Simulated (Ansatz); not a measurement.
Tl (diamond, space group No. 227), a = b = c = 7.118 Å, α = β = γ = 90.00°; the cell used has 2 atoms.

Relaxed with PBE.

Question: Which orbitals make up the states near the Fermi level in the program Ansatz at the PBE level (PAW)?

Answer: Within 0.5 eV of the Fermi level: Tl 6p 95 %. Projections are on Löwdin-orthogonalised atomic valence shells; empty p or d shells of many metals are not among them.

Question: Tabulate the density of states.

Answer: States/eV per cell of 2 atoms, in 0.25 eV bins, energy from the Fermi level.

| E (eV) | total | Tl 6p | Tl 6s | Tl 5d |
|---|---|---|---|---|
| -7.85 | 0.61 | 0.12 | 0.48 | 0.01 |
| -7.60 | 0.78 | 0.17 | 0.59 | 0.02 |
| -7.35 | 1.02 | 0.23 | 0.76 | 0.03 |
| -7.10 | 1.42 | 0.32 | 1.05 | 0.04 |
| -6.85 | 1.24 | 0.30 | 0.90 | 0.04 |
| -6.60 | 1.01 | 0.26 | 0.72 | 0.03 |
| -6.35 | 0.77 | 0.20 | 0.54 | 0.02 |
| -6.10 | 0.37 | 0.10 | 0.26 | 0.01 |
| -5.85 | 0.09 | 0.02 | 0.06 | 0.00 |
| -5.60 | 0.59 | 0.17 | 0.41 | 0.01 |
| -5.35 | 0.80 | 0.23 | 0.55 | 0.02 |
| -5.10 | 1.00 | 0.30 | 0.68 | 0.02 |
| -4.85 | 1.28 | 0.41 | 0.84 | 0.02 |
| -4.60 | 1.02 | 0.32 | 0.67 | 0.02 |
| -4.35 | 0.71 | 0.21 | 0.48 | 0.01 |
| -4.10 | 0.55 | 0.16 | 0.38 | 0.01 |
| -3.85 | 0.45 | 0.12 | 0.32 | 0.01 |
| -3.60 | 0.36 | 0.09 | 0.26 | 0.01 |
| -3.35 | 0.30 | 0.07 | 0.22 | 0.00 |
| -3.10 | 0.24 | 0.05 | 0.18 | 0.00 |
| -2.85 | 0.19 | 0.04 | 0.15 | 0.00 |
| -2.60 | 0.15 | 0.03 | 0.12 | 0.00 |
| -2.35 | 0.12 | 0.02 | 0.10 | 0.00 |
| -2.10 | 0.09 | 0.01 | 0.08 | 0.00 |
| -1.85 | 0.06 | 0.00 | 0.05 | 0.00 |
| -1.60 | 0.02 | 0.00 | 0.02 | 0.00 |
| -1.35 | 0.00 | 0.00 | 0.00 | 0.00 |
| -1.10 | 1.26 | 1.21 | 0.02 | 0.01 |
| -0.85 | 1.72 | 1.64 | 0.05 | 0.01 |
| -0.60 | 1.48 | 1.40 | 0.06 | 0.01 |
| -0.35 | 1.80 | 1.70 | 0.07 | 0.01 |
| -0.10 | 1.92 | 1.83 | 0.06 | 0.01 |
| 0.15 | 1.78 | 1.69 | 0.06 | 0.01 |
| 0.40 | 1.62 | 1.54 | 0.05 | 0.01 |
| 0.65 | 1.46 | 1.41 | 0.04 | 0.01 |
| 0.90 | 1.30 | 1.26 | 0.02 | 0.01 |
| 1.15 | 0.80 | 0.77 | 0.02 | 0.01 |
| 1.40 | 0.58 | 0.55 | 0.02 | 0.01 |
| 1.65 | 0.52 | 0.47 | 0.05 | 0.00 |
| 1.90 | 0.55 | 0.47 | 0.08 | 0.00 |
| 2.15 | 1.03 | 0.80 | 0.19 | 0.01 |
| 2.40 | 2.16 | 1.60 | 0.46 | 0.01 |
| 2.65 | 2.29 | 1.69 | 0.49 | 0.01 |
| 2.90 | 1.32 | 0.94 | 0.29 | 0.01 |
| 3.15 | 1.27 | 0.91 | 0.27 | 0.01 |
| 3.40 | 0.84 | 0.62 | 0.16 | 0.00 |
| 3.65 | 0.85 | 0.64 | 0.14 | 0.00 |
| 3.90 | 0.94 | 0.72 | 0.13 | 0.01 |
| 4.15 | 1.22 | 0.96 | 0.14 | 0.01 |
| 4.40 | 2.25 | 1.75 | 0.19 | 0.01 |
| 4.65 | 1.38 | 1.09 | 0.09 | 0.01 |
| 4.90 | 1.09 | 0.90 | 0.05 | 0.01 |

Space group Fd-3m (diamond). The start of the workflow was typed in or built on a structure type; neither database checked (COD, Materials Project) lists it. It is not the phase usual at ambient conditions (space group No. 194). The cell was relaxed with PBE under the symmetry of its start; its stability against distortions is not shown here. Spin–orbit coupling is left out wherever it is not named.

Potentials: the later of the program's two PAW sets.
